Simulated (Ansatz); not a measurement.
Stress against strain in Al2Au

```xyz
3
Lattice="0.0000 3.0000 3.0000 3.0000 0.0000 3.0000 3.0000 3.0000 0.0000" Properties=species:S:1:pos:R:3 pbc="T T T"
Al    1.5000    1.5000    1.5000
Al    4.5000    4.5000    4.5000
Au    0.0000    0.0000    0.0000
```

Atoms are numbered in the order listed.

The cell comes from COD entry 9008999, which wasn't checked; take it as a given geometry.

No spin–orbit coupling, which matters for the heavy atoms here.

These are results of DFT, LDA, all-electron LAPW, scalar-relativistic in Ansatz 0.2.0, not measurements.

Numerical set-up: a Γ-centred 11×11×11 k mesh, Fermi–Dirac smearing of 0.05 eV, basis error target 0.5 meV/atom, no spin polarisation.

The strain is applied along the Cartesian axes of the cell as listed (the other components stay zero). Fractional coordinates are held (clamped ions).

σ is the change of stress from the unstrained cell, which is at -2.52 GPa; tension is positive, so slopes are stress–strain coefficients at that pressure. In a metal the k mesh adds noise.

Only quantities that a quadratic follows smoothly over the whole series are listed; rougher ones are left out.

| εzz | σzz (GPa) | σxx (GPa) |
| --- | --- | --- |
| -0.0200 | -3.09 | -1.92 |
| 0.0000 | 0.00 | 0.00 |
| 0.0100 | 1.39 | 0.89 |
| 0.0200 | 2.70 | 1.72 |

Q: Fit the series and read off the stiffness at zero strain.

A: Least-squares fits y = p0 + p1 x + p2 x² to the rows give σzz (GPa): p1 = 145, p2 = -480; σxx (GPa): p1 = 91, p2 = -250. So C11 = 145 GPa and C12 = 91 GPa, which gives B = (C11 + 2 C12)/3 = 109 GPa.

Q: One run, at εzz = -0.0100, is withheld. Predict its row.

A: The fits give -1.50, -0.93; the run gave -1.49, -0.94.
